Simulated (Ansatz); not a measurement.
CeCuSn in space group P6_3/mmc (No. 194; Cu on 2c, Ce on 2a, Sn on 2d), plane-wave PAW PBE (Ansatz code), all energies at zero smearing, with the estimated change up to a 700 eV cutoff added, with one set of potentials and settings (totals compare only within such a set). Cell of 6 atoms (2 Cu, 2 Ce, 2 Sn): -38452.770 eV.

```
element             reference phase  E (eV/atom)
-------  --------------------------  -----------
Cu       Fm-3m, 1 atoms in the cell   -6625.1757
Ce       Fm-3m, 1 atoms in the cell   -6575.5970
Sn       Fd-3m, 2 atoms in the cell   -6024.2128
```

Formation energy per atom, worked out: (-38452.770 − 2×(-6625.1757) − 2×(-6575.5970) − 2×(-6024.2128))/6 = -0.466 eV/atom (-45 kJ per mol of atoms), at 0 K, without zero-point energy or fitted corrections.

The workflow started from an entry of the Crystallography Open Database (COD). Whether it is the stable phase at ambient conditions was not checked. The cell was relaxed with PBE under the symmetry of its start; whether a distortion lowers the energy is not shown. Magnetic state: ferromagnetic, chosen from 2 collinear starts compared on coarse meshes (ties went to the first, and starts can fall back to one state), not a proven ground state. Caveat: open 4f shells can settle in a state that is not the lowest. No Hubbard U is applied. The references are the lowest solids computed at this level, not always the standard phases. Spin–orbit coupling is left out wherever it is not named.

Potentials: the later of the program's two PAW sets.
